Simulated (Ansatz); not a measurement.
A relaxed structure of NaCl is spoiled in several ways and relaxed again each time (noise and exchanges are one random draw each; pressure is positive under compression). Calculation: PBE (plane waves to 420 eV, PAW, scalar-relativistic; Ansatz, a first-principles code).

```cif
data_Cl4Na4
_chemical_formula_sum 'Cl4 Na4'
_space_group_name_H-M_alt 'Fm-3m'
_space_group_IT_number 225
_space_group_name_Hall '-F 4 2 3'
_cell_length_a 5.69491
_cell_length_b 5.69491
_cell_length_c 5.69491
_cell_angle_alpha 90.000
_cell_angle_beta 90.000
_cell_angle_gamma 90.000
loop_
_atom_site_label
_atom_site_type_symbol
_atom_site_symmetry_multiplicity
_atom_site_Wyckoff_symbol
_atom_site_fract_x
_atom_site_fract_y
_atom_site_fract_z
_atom_site_occupancy
Cl1 Cl 4 a 0.00000 0.00000 0.00000 1
Na1 Na 4 b 0.50000 0.50000 0.50000 1
```
(The calculation used a cell of 2 atoms; values per cell refer to that cell.)

| change | first pressure (GPa) | first V (Å³/atom) | released (eV/atom) | moves | outcome | final group | E − E(parent) (eV/atom) |
|---|---|---|---|---|---|---|---|
| with every coordinate shifted by Gaussian noise of σ = 0.1 Å | 0.3 | 23.09 | 0.008 | 3 | returns to the parent | Fm-3m | 0.000 |
| with every coordinate shifted by Gaussian noise of σ = 0.45 Å | – | 23.09 | 0.99 | 7 | returns to the parent | Fm-3m | 0.000 |
| deformed by the Cartesian strain tensor (xx, yy, zz, yz, xz, xy) = (-0.086, -0.047, 0.148, -0.087, -0.001, 0.049) | 2.5 | 22.86 | 0.096 | 7 | returns to the parent | Fm-3m | 0.000 |
| doubled along one cell vector, shaken by Gaussian noise of σ = 0.08 Å a coordinate | 0.4 | 23.09 | 0.015 | 2 | returns to the parent | C2/c (nearly Fm-3m) | 0.000 |

First-step values come from each run's starting, coarser k-mesh (7×7×7, 8×7×7, 4×7×7). Each cell has its own k-point mesh; energy differences are given only to the digits this allows. No spin polarisation in the result.
